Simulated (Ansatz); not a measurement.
C:
```
C
1.0
    2.50781     0.00000     0.00000
   -1.25390     2.17183     0.00000
    0.00000     0.00000    12.36866
C
12
Cartesian
  1.25390   0.72394   4.38994
  0.00000   1.44788   7.97872
  0.00000   1.44788  10.57427
  1.25390   0.72394   1.79439
  1.25390   0.72394   0.25690
  0.00000   1.44788  12.11176
  0.00000   1.44788   6.44122
  1.25390   0.72394   5.92743
  0.00000   0.00000   8.49558
  0.00000   0.00000   3.87307
  0.00000   0.00000   2.31126
  0.00000   0.00000  10.05740
```

Relaxed with PBEsol.

Give the optical modes at the zone centre with their infrared activity from DFPT, DFT-PBEsol in the program Ansatz with PAW potentials.

Transverse frequencies, without the LO–TO term; a row sums one degenerate level.

```
ω (cm⁻¹)  degeneracy  IR ((D/Å)²/amu)     activity  symmetry
--------  ----------  ---------------  -----------  --------
287                2             0.00  IR-inactive       E2u
297                2             0.00  IR-inactive       E2g
470                2             0.00  IR-inactive       E1g
484                2             0.00  IR-inactive       E1u
486                1             0.00  IR-inactive       B1g
492                1             0.00  IR-inactive       B2u
536                2             0.00  IR-inactive       E2u
874                1             0.00  IR-inactive       A2u
879                1             0.00  IR-inactive       A1g
1059               1             0.00  IR-inactive       B2u
1211               2             0.00  IR-inactive       E2g
1224               2             0.01  IR-inactive       E1u
1238               2             0.00  IR-inactive       E1g
1246               1             0.00  IR-inactive       B1g
1277               1             0.00  IR-inactive       A1g
1278               2             0.00  IR-inactive       E2g
1279               2             0.00  IR-inactive       E2u
1295               1             0.00  IR-inactive       B2u
1298               1             0.00  IR-inactive       A2u
1307               2             0.00  IR-inactive       E1g
1309               1             0.00  IR-inactive       A1g
1318               1             0.00  IR-inactive       B1g
```

Space group P6_3/mmc. The first step of the workflow began from a Materials Project structure, measured or hypothetical. Its sites differ from those of the usual phase in this space group: another stacking or structure type. Symmetry was held in the PBEsol relaxation; phonons on a q-mesh show no instability.

Potentials: the later of the program's two PAW sets.
